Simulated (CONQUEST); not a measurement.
Set-up for a self-consistent single point of C (Cmme, 8 atoms in the cell; from Materials Project mp-568286, changed as shown).

```yaml
crystal:
  lattice:
    - [2.40049, 0.00000, 0.00000]
    - [0.00000, 4.16315, 0.00000]
    - [0.00000, 0.00000, 6.89542]
  atoms:
    - { symbol: C, position: [0.50000, 0.41686, 0.75572] }
    - { symbol: C, position: [0.00000, 0.08314, 0.24428] }
    - { symbol: C, position: [0.50000, 0.08314, 0.75572] }
    - { symbol: C, position: [0.00000, 0.41686, 0.24428] }
    - { symbol: C, position: [0.00000, 0.91686, 0.75572] }
    - { symbol: C, position: [0.50000, 0.58314, 0.24428] }
    - { symbol: C, position: [0.00000, 0.58314, 0.75572] }
    - { symbol: C, position: [0.50000, 0.91686, 0.24428] }
```

Level of theory: CONQUEST 1.3 with LDA (PW92), numerical atomic orbitals double-zeta with polarisation (the shipped basis), PseudoDojo norm-conserving potentials made for LDA.

CONQUEST settings:

basis: DZP
Diag.MPMeshX, Y, Z: 14 8 6
potentials: PseudoDojo norm-conserving LDA
Grid.GridCutoff: 140 Ha
DM.SolutionMethod: diagon
Diag.kT: 0.003675 Ha
Diag.GammaCentred: true
minE.SCTolerance: 1.0e-06
SC.MaxIters: 100
SC.LinearMixingFactor: 0.5
SC.KerkerPreCondition: true
SC.KerkerFactor: 0.3 1/bohr
AtomMove.TypeOfRun: static

Results:

- Number of valence electrons: 32
- Number of bands: 104
- Number of k-points after the program's reduction: 445
- Size of the basis: 104
- Number of SCF iterations: 15
- FFT grid: 32 × 48 × 72
- Free energy E − TS: -1311.1598 eV
- Fermi level (on the code's own zero): -6.46 eV
- Pressure: 23.96 GPa
- Largest force (vector length): 0.147 eV/Å

Forces (eV/Å):
| atom | Fx | Fy | Fz |
|---|---|---|---|
| C1 | 0.000 | -0.146 | -0.016 |
| C2 | 0.000 | 0.146 | 0.016 |
| C3 | 0.000 | 0.146 | -0.016 |
| C4 | 0.000 | -0.146 | 0.016 |
| C5 | 0.000 | -0.146 | -0.016 |
| C6 | 0.000 | 0.146 | 0.016 |
| C7 | 0.000 | 0.146 | -0.016 |
| C8 | 0.000 | -0.146 | 0.016 |

For comparison: a first run was changed to give this one (lattice scaled by 0.98), and from it to this one the free energy rises by 45.9 meV/atom, the pressure goes from 4.24 to 23.96 GPa and the largest force goes from 0.122 to 0.147 eV/Å.

The program uses no crystal symmetry, so grid and mesh can part values that symmetry would make equal. The atom-centred basis is finite, which shifts total energies, pressures and forces against plane waves. The structure comes from a collection of computed structures, made at another level of theory; the collection holds predicted forms beside known ones. At this pressure the cell is far from its equilibrium volume at this level.

Cost on one core: around 5 core-minutes (rough).
